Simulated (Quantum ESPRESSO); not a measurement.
## WZrNbO7F (one run as intended and one with a planted mistake)

Computed values, not a measurement. The program is pw.x of Quantum ESPRESSO 7.5 (plane-wave density functional theory). The cell is made up: 11 atoms on a rutile lattice with one site empty, with randomly drawn elements, strain and displacements, not relaxed. PseudoDojo standard norm-conserving files (v0.5 for PBE, v0.4.1 for LDA and PBEsol) set the functional; there is no spin polarisation, spin-orbit coupling or dispersion term, and the masses in the input are unused placeholders.

Intended input:

```
&control calculation='scf', pseudo_dir='./dojo.nc.sr.pbe.v0_5.standard.upf', outdir='./o', disk_io='low', tprnfor=.true., tstress=.true. /
&system ibrav=0, nat=11, ntyp=5, nbnd=50, ecutwfc=84.00895049, nosym=.true., tot_charge=0,
 occupations='smearing', smearing='fd', degauss=0.0018374661
/
&electrons conv_thr=7.350e-09, electron_maxstep=60, /
ATOMIC_SPECIES
F 1.0 F.upf
Nb 1.0 Nb.upf
O 1.0 O.upf
W 1.0 W.upf
Zr 1.0 Zr.upf
CELL_PARAMETERS angstrom
4.7448 -0.0725 0.0265
-0.0725 4.7051 -0.023
0.0344 -0.0298 6.1661
ATOMIC_POSITIONS angstrom
W 0.0754 0.0126 0.0002
Zr -0.0198 -0.0685 3.1337
Nb 2.3856 2.3046 4.675
O 1.363 1.4256 -0.107
O 3.19 3.2707 -0.0654
O 3.8033 0.7464 1.507
O 0.7783 3.7759 1.5982
F 1.3772 1.2952 3.0864
O 3.2686 3.2127 3.1237
O 3.7873 0.8438 4.6207
O 0.8874 3.6919 4.6172
K_POINTS automatic
5 5 4 1 1 1
```

The log is shortened where brackets say so; the opening notice, blank lines, dates and the lines on written files are dropped, and the path of the files is cut. It prints rydbergs, bohrs and kilobars, and counts compression as positive stress. Where no state is partly filled, the Fermi energy that it prints is only some level between the filled and the empty states on the mesh, and need not lie in the true gap.

Log of the intended run:

```
     Program PWSCF v.7.5
     Parallel version (MPI & OpenMP), running on       4 processor cores
     Number of MPI processes:                 4
     Threads/MPI process:                     1
     [start-up lines left out]
     bravais-lattice index     =            0
     lattice parameter (alat)  =       8.9676  a.u.
     unit-cell volume          =     928.6846 (a.u.)^3
     number of atoms/cell      =           11
     number of atomic types    =            5
     number of electrons       =        88.00
     number of Kohn-Sham states=           50
     kinetic-energy cutoff     =      84.0090  Ry
     charge density cutoff     =     336.0358  Ry
     scf convergence threshold =      7.3E-09
     mixing beta               =       0.7000
     number of iterations used =            8  plain     mixing
     Exchange-correlation= PBE
                           (   1   4   3   4   0   0   0)
     [axes and pseudopotential details left out]
   Cartesian axes
     site n.     atom                  positions (alat units)
         1        W      tau(   1) = (   0.0158890   0.0026552   0.0000421  )
         2        Zr     tau(   2) = (  -0.0041724  -0.0144349   0.6603620  )
         3        Nb     tau(   3) = (   0.5027155   0.4856464   0.9851588  )
         4        O      tau(   4) = (   0.2872238   0.3004155  -0.0225480  )
         5        O      tau(   5) = (   0.6722260   0.6892318  -0.0137817  )
         6        O      tau(   6) = (   0.8014662   0.1572882   0.3175688  )
         7        O      tau(   7) = (   0.1640105   0.7956922   0.3367873  )
         8        F      tau(   8) = (   0.2902162   0.2729364   0.6503945  )
         9        O      tau(   9) = (   0.6887893   0.6770096   0.6582547  )
        10        O      tau(  10) = (   0.7980945   0.1778133   0.9737162  )
        11        O      tau(  11) = (   0.1870011   0.7779910   0.9729787  )
     number of k points=    50  Fermi-Dirac smearing, width (Ry)=  0.0018
                       cart. coord. in units 2pi/alat
        k(    1) = (   0.1010484   0.1028841   0.0961334), wk =   0.0400000
        k(    2) = (   0.0999879   0.1038083   0.2885437), wk =   0.0400000
     [further k points left out]
     Dense  grid:    96569 G-vectors     FFT dimensions: (  54,  54,  72)
     Estimated max dynamical RAM per process >     282.14 MB
     Estimated total dynamical RAM >       1.03 GB
     Initial potential from superposition of free atoms
     starting charge      87.9948, renormalised to      88.0000
     Starting wfcs are   62 randomized atomic wfcs
     total cpu time spent up to now is        4.2 secs
     per-process dynamical memory:   217.5 Mb
     Self-consistent Calculation
     iteration #  1     ecut=    84.01 Ry     beta= 0.70
     Davidson diagonalization with overlap
     ethr =  1.00E-02,  avg # of iterations =  2.0
     total cpu time spent up to now is       11.6 secs
     total energy              =    -655.68768852 Ry
     estimated scf accuracy    <       6.01735154 Ry
     iteration #  2     ecut=    84.01 Ry     beta= 0.70
     Davidson diagonalization with overlap
     ethr =  6.84E-03,  avg # of iterations =  6.0
     total cpu time spent up to now is       23.5 secs
     total energy              =    -650.66772669 Ry
     estimated scf accuracy    <      58.17912956 Ry
     [iterations 3 to 16 left out]
     iteration # 17     ecut=    84.01 Ry     beta= 0.70
     Davidson diagonalization with overlap
     ethr =  1.35E-10,  avg # of iterations =  2.5
     total cpu time spent up to now is      140.9 secs
     total energy              =    -659.01286760 Ry
     estimated scf accuracy    <       0.00000002 Ry
     iteration # 18     ecut=    84.01 Ry     beta= 0.70
     Davidson diagonalization with overlap
     ethr =  1.91E-11,  avg # of iterations =  3.9
     total cpu time spent up to now is      149.0 secs
     End of self-consistent calculation
     [lines on levels left out]
     the Fermi energy is     8.3227 ev
!    total energy              =    -659.01286761 Ry
     estimated scf accuracy    <          2.3E-09 Ry
     smearing contrib. (-TS)   =      -0.00000000 Ry
     internal energy E=F+TS    =    -659.01286761 Ry
     The total energy is F=E-TS. E is the sum of the following terms:
     one-electron contribution =    -232.07539165 Ry
     hartree contribution      =     159.67018116 Ry
     xc contribution           =    -148.55384272 Ry
     ewald contribution        =    -438.05381439 Ry
     convergence has been achieved in  18 iterations
     Forces acting on atoms (cartesian axes, Ry/au):
     atom    1 type  4   force =    -0.06255428    0.00499088    0.32515788
     atom    2 type  5   force =    -0.07292037   -0.04221384   -0.16540753
     atom    3 type  2   force =     0.11494429    0.09299077   -0.02454944
     atom    4 type  3   force =    -0.07373267   -0.08636218   -0.01292592
     atom    5 type  3   force =     0.04691291    0.02074644   -0.07476355
     atom    6 type  3   force =     0.05251658   -0.01602904   -0.13968399
     atom    7 type  3   force =     0.01565545    0.01051363   -0.20999673
     atom    8 type  1   force =     0.07623656    0.07855634    0.02798753
     atom    9 type  3   force =    -0.08572553   -0.08361241    0.09246891
     atom   10 type  3   force =    -0.01980681    0.02952485    0.10758734
     atom   11 type  3   force =     0.00847388   -0.00910544    0.07412551
     Total force =     0.555874     Total SCF correction =     0.000144
     Computing stress (Cartesian axis) and pressure
          total   stress  (Ry/bohr**3)                   (kbar)     P=       38.96
   0.00049960   0.00012294  -0.00008476           73.49       18.08      -12.47
   0.00012294   0.00056675   0.00023768           18.08       83.37       34.96
  -0.00008476   0.00023768  -0.00027176          -12.47       34.96      -39.98
     init_run     :      4.03s CPU      4.18s WALL (       1 calls)
     electrons    :    144.41s CPU    144.79s WALL (       1 calls)
     forces       :      1.43s CPU      1.45s WALL (       1 calls)
     stress       :      4.89s CPU      4.89s WALL (       1 calls)
     [timing details left out]
     PWSCF        :   2m34.86s CPU   2m35.48s WALL
     JOB DONE.
```

A second run has one planted mistake: the smearing is too wide. The input lines that differ, file-writing options aside:

```
- &system ibrav=0, nat=11, ntyp=5, nbnd=50, ecutwfc=84.00895049, nosym=.true., tot_charge=0,
+ &system ibrav=0, nat=11, ntyp=5, nbnd=68, ecutwfc=84.00895049, nosym=.true., tot_charge=0,
-  occupations='smearing', smearing='fd', degauss=0.0018374661
+  occupations='smearing', smearing='fd', degauss=0.0433642002
```

Its log:

```
     Program PWSCF v.7.5
     Parallel version (MPI & OpenMP), running on       4 processor cores
     Number of MPI processes:                 4
     Threads/MPI process:                     1
     [start-up lines left out]
     bravais-lattice index     =            0
     lattice parameter (alat)  =       8.9676  a.u.
     unit-cell volume          =     928.6846 (a.u.)^3
     number of atoms/cell      =           11
     number of atomic types    =            5
     number of electrons       =        88.00
     number of Kohn-Sham states=           68
     kinetic-energy cutoff     =      84.0090  Ry
     charge density cutoff     =     336.0358  Ry
     scf convergence threshold =      7.3E-09
     mixing beta               =       0.7000
     number of iterations used =            8  plain     mixing
     Exchange-correlation= PBE
                           (   1   4   3   4   0   0   0)
     [axes and pseudopotential details left out]
   Cartesian axes
     site n.     atom                  positions (alat units)
         1        W      tau(   1) = (   0.0158890   0.0026552   0.0000421  )
         2        Zr     tau(   2) = (  -0.0041724  -0.0144349   0.6603620  )
         3        Nb     tau(   3) = (   0.5027155   0.4856464   0.9851588  )
         4        O      tau(   4) = (   0.2872238   0.3004155  -0.0225480  )
         5        O      tau(   5) = (   0.6722260   0.6892318  -0.0137817  )
         6        O      tau(   6) = (   0.8014662   0.1572882   0.3175688  )
         7        O      tau(   7) = (   0.1640105   0.7956922   0.3367873  )
         8        F      tau(   8) = (   0.2902162   0.2729364   0.6503945  )
         9        O      tau(   9) = (   0.6887893   0.6770096   0.6582547  )
        10        O      tau(  10) = (   0.7980945   0.1778133   0.9737162  )
        11        O      tau(  11) = (   0.1870011   0.7779910   0.9729787  )
     number of k points=    50  Fermi-Dirac smearing, width (Ry)=  0.0434
                       cart. coord. in units 2pi/alat
        k(    1) = (   0.1010484   0.1028841   0.0961334), wk =   0.0400000
        k(    2) = (   0.0999879   0.1038083   0.2885437), wk =   0.0400000
     [further k points left out]
     Dense  grid:    96569 G-vectors     FFT dimensions: (  54,  54,  72)
     Estimated max dynamical RAM per process >     342.28 MB
     Estimated total dynamical RAM >       1.27 GB
     Initial potential from superposition of free atoms
     starting charge      87.9948, renormalised to      88.0000
     Starting wfcs are   62 randomized atomic wfcs +    6 random wfcs
     total cpu time spent up to now is        4.2 secs
     per-process dynamical memory:   265.3 Mb
     Self-consistent Calculation
     iteration #  1     ecut=    84.01 Ry     beta= 0.70
     Davidson diagonalization with overlap
     ethr =  1.00E-02,  avg # of iterations =  6.9
     total cpu time spent up to now is       16.2 secs
     total energy              =    -655.83297919 Ry
     estimated scf accuracy    <       5.84276070 Ry
     iteration #  2     ecut=    84.01 Ry     beta= 0.70
     Davidson diagonalization with overlap
     ethr =  6.64E-03,  avg # of iterations =  2.9
     total cpu time spent up to now is       27.5 secs
     total energy              =    -650.50055487 Ry
     estimated scf accuracy    <      60.06632099 Ry
     [iterations 3 to 17 left out]
     iteration # 18     ecut=    84.01 Ry     beta= 0.70
     Davidson diagonalization with overlap
     ethr =  2.68E-11,  avg # of iterations =  2.0
     total cpu time spent up to now is      170.4 secs
     total energy              =    -659.07414288 Ry
     estimated scf accuracy    <       0.00000001 Ry
     iteration # 19     ecut=    84.01 Ry     beta= 0.70
     Davidson diagonalization with overlap
     ethr =  1.16E-11,  avg # of iterations =  1.0
     total cpu time spent up to now is      178.8 secs
     End of self-consistent calculation
     [lines on levels left out]
     the Fermi energy is     8.8013 ev
!    total energy              =    -659.07414288 Ry
     estimated scf accuracy    <          2.1E-09 Ry
     smearing contrib. (-TS)   =      -0.20495000 Ry
     internal energy E=F+TS    =    -658.86919288 Ry
     The total energy is F=E-TS. E is the sum of the following terms:
     one-electron contribution =    -232.21695983 Ry
     hartree contribution      =     159.97806300 Ry
     xc contribution           =    -148.57648166 Ry
     ewald contribution        =    -438.05381439 Ry
     convergence has been achieved in  19 iterations
     Forces acting on atoms (cartesian axes, Ry/au):
     atom    1 type  4   force =    -0.05654516    0.00137816    0.24534279
     atom    2 type  5   force =    -0.06287391   -0.03184178   -0.13560537
     atom    3 type  2   force =     0.08660153    0.07077083   -0.00604241
     atom    4 type  3   force =    -0.06396654   -0.07694488   -0.01160058
     atom    5 type  3   force =     0.04878068    0.02452878   -0.06198178
     atom    6 type  3   force =     0.03873791   -0.00906962   -0.10472625
     atom    7 type  3   force =     0.01912596    0.00241328   -0.17957024
     atom    8 type  1   force =     0.07542857    0.07752814    0.02392568
     atom    9 type  3   force =    -0.07860639   -0.07696233    0.06923708
     atom   10 type  3   force =    -0.02035174    0.03090038    0.09841157
     atom   11 type  3   force =     0.01366910   -0.01270096    0.06260951
     Total force =     0.453785     Total SCF correction =     0.000150
     Computing stress (Cartesian axis) and pressure
          total   stress  (Ry/bohr**3)                   (kbar)     P=       69.65
   0.00063855   0.00015592  -0.00013385           93.93       22.94      -19.69
   0.00015592   0.00069826   0.00022192           22.94      102.72       32.64
  -0.00013385   0.00022192   0.00008368          -19.69       32.64       12.31
     init_run     :      3.95s CPU      4.13s WALL (       1 calls)
     electrons    :    174.05s CPU    174.59s WALL (       1 calls)
     forces       :      1.84s CPU      1.86s WALL (       1 calls)
     stress       :      6.15s CPU      6.15s WALL (       1 calls)
     [timing details left out]
     PWSCF        :   3m 6.13s CPU   3m 6.97s WALL
     JOB DONE.
```

```
                                            intended run  run with the mistake
                          free energy (eV)     -8966.327             -8967.161
                    smearing term -TS (eV)        0.0000               -2.7885
                            pressure (GPa)          3.90                  6.97
            largest force component (eV/Å)         8.360                 6.308
largest change of a force component (eV/Å)                               2.052
                                iterations            18                    19
```

For scale, a rerun of the intended cell at a cutoff of 1467 eV and k mesh 7 x 7 x 6 moved values by no more than 0.006 eV in energy, 0.02 GPa in stress and 0.004 eV/Å in force. The number of bands, nbnd, was set by rule from the electron count and the smearing, so it follows the mistake.